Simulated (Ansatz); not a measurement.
RbLuSe$_{2}$: frozen-core PAW against all-electron methods

```
Rb Lu Se
1.0
     2.03680    1.17594    7.76495
    -2.03680    1.17594    7.76495
     0.00000   -2.35189    7.76495
Rb Lu Se
1 1 2
Direct
  0.00000 0.00000 0.00000
  0.50000 0.50000 0.50000
  0.23179 0.23179 0.23179
  0.76821 0.76821 0.76821
```

Atoms are numbered in the order listed.

The cell comes from COD entry 4318778, which wasn't checked; take it as a given geometry. The listed cell was then made from it by scaling, straining or moving an atom.

Spin–orbit coupling is left out, though it moves levels of the heavy atoms by tenths of an eV or more.

All numbers are computed: DFT, PBEsol, PAW with Ansatz's default frozen-core files, scalar-relativistic (Ansatz 0.2.0); DFT, PBEsol, all-electron PAW with datasets made for the crystal, scalar-relativistic (Ansatz 0.2.0); DFT, PBEsol, all-electron LAPW, scalar-relativistic (Ansatz 0.2.0).

For PAW: a Γ-centred 7×7×7 k mesh, Fermi–Dirac smearing of 0.03 eV, cutoff 420 eV, no spin polarisation; the PAW files were made with PBE, and the program remakes their frozen cores for this functional. The crystal-made all-electron datasets (AE datasets) take a cutoff of 340 eV at this cell. LAPW targets a basis error of 1 meV/atom. The Ansatz runs share mesh, smearing and spin set-up. Plane-wave (PAW) pressures include the program's estimate of the Pulay term.

Stress and pressure are positive in compression.

The change that made this cell: volume scaled by 0.96.

Spin–orbit coupling is left out, which moves gradients at and beside heavy atoms by some per cent and at worst by a factor of two.

```
                                               quantity    PAW  AE datasets   LAPW
                                         pressure (GPa)   0.89         0.89   0.90
                                        stress xx (GPa)   0.78         0.79   0.79
                                        stress zz (GPa)   1.10         1.11   1.11
                                 force on Se3, z (eV/Å)  0.031        0.032  0.032
                                          band gap (eV)  1.767        1.767  1.719
largest principal field gradient Vzz at Rb1 (10²¹ V/m²)  -5.65            ?      –
largest principal field gradient Vzz at Lu2 (10²¹ V/m²)   1.90         2.09      –
largest principal field gradient Vzz at Se3 (10²¹ V/m²)  -0.71        -0.71      –
```

(1) Fill in "AE datasets" for the row "largest principal field gradient Vzz at Rb1 (10²¹ V/m²)".

## Answers

(1) -5.57.
